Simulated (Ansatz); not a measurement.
**Ge vacancy in La2Al3Ge**

All numbers are calculated (PBEsol, no spin polarisation, no spin-orbit coupling; Ansatz, PAW set soft_2, 420 eV, k-mesh 3×3×3), not measured.

The relaxed host crystal (no gap at this level of theory):

```
Al Ge La
1.0
     4.35779    0.00000    0.00000
    -2.17889    3.77396    0.00000
     0.00000    0.00000    8.67684
Al Ge La
3 1 2
Direct
  0.00000 0.00000 0.50000
  0.33333 0.66667 0.00000
  0.33333 0.66667 0.50000
  0.00000 0.00000 0.00000
  0.66667 0.33333 0.24869
  0.66667 0.33333 0.75131
```

Supercell of 24 atoms, rows of the matrix [[0,0,-1],[0,2,0],[2,0,0]] times the cell vectors; Ge vacancy at (0.000, 0.000, 0.000) in fractions of the cell above. Atoms are relaxed at the host's cell, from a start shaken by 0.03 Å near the defect. The cell loses 1 of its 4 Ge, so this is a heavily defective crystal.

How does the lattice relax around the defect?

Distances from the empty Ge site (Å), by shell of the perfect crystal:

| shell | perfect crystal | relaxed, charge 0 |
| --- | --- | --- |
| 3 Al | 2.52 | 2.37 |
| 6 La | 3.31 | 3.35 |

| charge | gap of the cell on the mesh (eV) |
| --- | --- |
| 0 | 0.00 |

Formation energy of the neutral defect: 2.42 eV, taking atoms from and to the elements' standard states (no corrections for gases), so it belongs to those chemical potentials alone.

Caveats: small supercell, so energies and levels can be off by tenths of an eV; one random start near the defect, so other minima are possible.
